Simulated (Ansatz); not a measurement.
**Vibrational response of CdAg at 10 GPa**

Theory: DFT LDA, scalar-relativistic, plane waves, PAW in Ansatz. Plane waves to 420 eV; Γ-centred k mesh 14×14×14; Fermi-Dirac smearing of 0.15 eV. No spin polarisation. Phonons by linear response, acoustic sum rule imposed.

The cell, relaxed at 10 GPa:
```xyz
2
Lattice="3.1857 0.0000 0.0000 0.0000 3.1857 0.0000 0.0000 0.0000 3.1857" Properties=species:S:1:pos:R:3 pbc="T T T"
Cd    1.5928    1.5928    1.5928
Ag    0.0000    0.0000    0.0000
```

In a metal, frequencies and elastic constants depend on the k mesh and the smearing, soft modes and shear constants most. Other phases may be more stable at this pressure.

(1) Is this structure stable against zone-centre distortions?

(2) List the optical modes at Γ (i marks imaginary ones).

## Answers

(1) Yes, at Γ: no optical mode is imaginary. Strains and other wave vectors aren't tested by this run.

(2)
| frequency (cm⁻¹) | degeneracy |
| --- | --- |
| 174 | 3 |

Cost: 1 run of about 0.81 core-minutes, on Arm Neoverse V2 (shared hosts).